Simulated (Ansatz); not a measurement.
A geometry of Rb away from equilibrium: the start of the relaxation of a generated trial cell of Rb in the AFLOW prototype A_oP8_62_2c (A_c). These are r2SCAN (plane waves to 500 eV, PAW, scalar-relativistic; Ansatz, a quantum-chemistry and plane-wave program) values and carry that method's errors. Γ-centred k-mesh 3×4×4 on the run's cell (coarser than for final values), Fermi–Dirac smearing 0.05 eV.

```xyz
8
Lattice="11.0355 0.0000 0.0000 0.0000 7.8224 0.0000 0.0000 0.0000 8.0940" Properties=species:S:1:pos:R:3 pbc="T T T"
Rb     5.1205     1.9556     2.3635
Rb    10.6382     1.9556     1.6836
Rb     5.9150     5.8668     5.7306
Rb     0.3973     5.8668     6.4105
Rb     1.9974     1.9556     5.3259
Rb     7.5152     1.9556     6.8152
Rb     9.0381     5.8668     2.7682
Rb     3.5203     5.8668     1.2789
```

Question: What forces act on the atoms (eV/Å)?

Answer: 
```json
[
 {"atom": "Rb1", "Fx": "0.12", "Fy": "0.00", "Fz": "0.00"},
 {"atom": "Rb2", "Fx": "0.12", "Fy": "0.00", "Fz": "0.00"},
 {"atom": "Rb3", "Fx": "-0.12", "Fy": "0.00", "Fz": "0.00"},
 {"atom": "Rb4", "Fx": "-0.12", "Fy": "0.00", "Fz": "0.00"},
 {"atom": "Rb5", "Fx": "0.10", "Fy": "0.00", "Fz": "0.17"},
 {"atom": "Rb6", "Fx": "0.10", "Fy": "0.00", "Fz": "-0.17"},
 {"atom": "Rb7", "Fx": "-0.10", "Fy": "0.00", "Fz": "-0.17"},
 {"atom": "Rb8", "Fx": "-0.10", "Fy": "0.00", "Fz": "0.17"}
]
```

Question: What is the pressure?

Answer: +0.3 GPa, compression positive.

No spin polarisation in the result.

The run could not lose the symmetry of its start: the end is stationary, and may be a saddle point rather than a minimum.

The end of the path is a generated cell of Rb: the first start was made by placing the elements on the sites of a structure type, and the end was not matched to a known phase here, so it may be hypothetical. Known forms of Rb include space group No. 229.
